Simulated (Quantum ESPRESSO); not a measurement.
**Kohn-Sham bands of HfSiO₄ (I4₁/amd)**

```xyz
12
Lattice="-3.2767 3.2767 2.9822 3.2767 -3.2767 2.9822 3.2767 3.2767 -2.9822" Properties=species:S:1:pos:R:3 pbc="T T T"
Hf     0.0000     0.0000     0.0000
Hf     3.2767     0.0000    -1.4911
Si     0.0000     3.2767    -1.4911
Si     0.0000     0.0000     2.9822
O      0.0000    -1.2131     1.9039
O     -2.0636     0.0000     0.4127
O      3.2767    -2.0636    -1.0784
O      2.0636     0.0000     0.4127
O      0.0000    -2.0636    -0.4127
O      1.2131     0.0000    -1.9039
O      0.0000     2.0636    -0.4127
O      2.0636    -3.2767     1.0784
```

Materials Project entry mp-4609; symmetrised, unrelaxed at this level. COD (Crystallography Open Database) has an entry of this formula and space group (matched by these alone). Method: PBEsol plane waves in Quantum ESPRESSO 7.5 (PseudoDojo norm-conserving files, 68 Ry, no spin polarisation, no spin-orbit coupling), Bloch states on a 4×4×4 mesh through Γ, Wannier90 4.0.1. Density: 8×8×8 mesh, cold smearing 0.01 Ry. Spin-orbit coupling is left out although heavy elements are present.

Energies are relative to the valence-band maximum; weights are on the orthonormalised atomic waves of the pseudopotential files, averaged over the group. 80 electrons a cell are treated as valence.

```
bands  from (eV)  to (eV)  filling  weight on atomic waves
-----  ---------  -------  -------  ----------------------
1–2       -60.33   -60.32   filled                       …
3–8       -29.16   -28.94   filled                       …
9–16      -19.12   -16.47   filled                       …
17–40      -7.78     0.00   filled                       …
```

Problem. Which atomic shells make up each group?

Solution. 
- 1–2, weight on atomic waves: Hf 5s 97 %
- 3–8, weight on atomic waves: Hf 5p 96 %
- 9–16, weight on atomic waves: O 2s 75 %, Si 3p 9 %, Hf 5d 5 %
- 17–40, weight on atomic waves: O 2p 83 %, Hf 5d 7 %

The Kohn-Sham gap over both meshes and the path is 5.41 eV.
